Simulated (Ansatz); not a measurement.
Zr₃Si₂:
```xyz
10
Lattice="7.1061 0.0000 0.0000 0.0000 7.1061 0.0000 0.0000 0.0000 3.7089" Properties=species:S:1:pos:R:3 pbc="T T T"
Zr     1.2356     4.7886     1.8545
Zr     5.8705     2.3174     1.8545
Zr     2.3174     1.2356     1.8545
Zr     4.7886     5.8705     1.8545
Zr     0.0000     0.0000     0.0000
Zr     3.5530     3.5530     0.0000
Si     4.4191     0.8661     0.0000
Si     2.6870     6.2400     0.0000
Si     6.2400     4.4191     0.0000
Si     0.8661     2.6870     0.0000
```

Relaxed with r²SCAN.

Task: Which orbitals make up the states near the Fermi level in plane-wave PAW r²SCAN (Ansatz code)?

Result: Within 0.5 eV of the Fermi level: Zr 4d 82 %, Si 3p 8 %, outside the projected shells 5 %. Projections are on Löwdin-orthogonalised atomic valence shells; empty p or d shells of many metals are not among them.

Task: Tabulate the density of states.

Result: States/eV per cell of 10 atoms, in 0.25 eV bins, energy from the Fermi level.

```csv
E (eV),total,Zr 4d,Si 3p,Si 3s
-7.85,0.07,0.01,0.01,0.03
-7.60,1.16,0.19,0.15,0.54
-7.35,3.32,0.64,0.39,1.71
-7.10,5.91,1.37,0.66,3.14
-6.85,3.88,1.06,0.43,2.02
-6.60,1.46,0.40,0.16,0.81
-6.35,0.20,0.05,0.02,0.12
-6.10,0.00,0.00,0.00,0.00
-5.85,0.00,0.00,0.00,0.00
-5.60,0.00,0.00,0.00,0.00
-5.35,0.04,0.01,0.02,0.00
-5.10,1.17,0.25,0.61,0.02
-4.85,2.74,0.67,1.40,0.07
-4.60,3.61,0.94,1.84,0.10
-4.35,4.84,1.26,2.54,0.12
-4.10,2.91,0.82,1.51,0.07
-3.85,2.03,0.69,0.99,0.06
-3.60,5.87,1.86,2.97,0.24
-3.35,5.20,1.68,2.73,0.21
-3.10,5.28,1.92,2.69,0.15
-2.85,7.57,2.78,3.94,0.17
-2.60,8.45,3.17,4.46,0.11
-2.35,7.23,3.11,3.60,0.07
-2.10,8.40,4.22,3.52,0.10
-1.85,8.26,4.45,3.24,0.06
-1.60,5.90,3.62,1.83,0.04
-1.35,5.78,4.00,1.26,0.03
-1.10,10.69,8.27,1.36,0.04
-0.85,9.95,7.77,1.35,0.09
-0.60,6.57,5.48,0.64,0.05
-0.35,7.22,6.03,0.62,0.04
-0.10,9.00,7.31,0.72,0.04
0.15,5.90,4.88,0.37,0.03
0.40,4.17,3.39,0.33,0.03
0.65,2.90,2.36,0.29,0.03
0.90,2.08,1.74,0.19,0.02
1.15,2.81,2.41,0.22,0.01
1.40,6.16,5.18,0.54,0.05
1.65,6.55,5.49,0.52,0.06
1.90,6.78,5.62,0.50,0.10
2.15,7.23,5.95,0.50,0.14
2.40,6.15,5.06,0.41,0.12
2.65,6.87,5.56,0.54,0.17
2.90,7.05,5.66,0.60,0.19
3.15,9.74,7.89,0.81,0.22
3.40,11.36,9.23,0.88,0.27
3.65,11.99,9.79,0.85,0.31
3.90,12.22,10.11,0.85,0.30
4.15,11.09,9.18,0.86,0.24
4.40,12.95,9.08,1.38,1.00
```

Space group P4/mbm. The workflow started from a Materials Project entry (that database holds measured and hypothetical structures alike); the Crystallography Open Database copy checked does not list it. Its standing as an ambient phase is unchecked. The cell was relaxed with r²SCAN under the symmetry of its start; whether a distortion lowers the energy is not shown. The run is not spin-polarised. Scalar-relativistic: spin–orbit coupling is off unless named, which matters more the heavier the elements.

Potentials: the earlier of the program's two PAW sets.
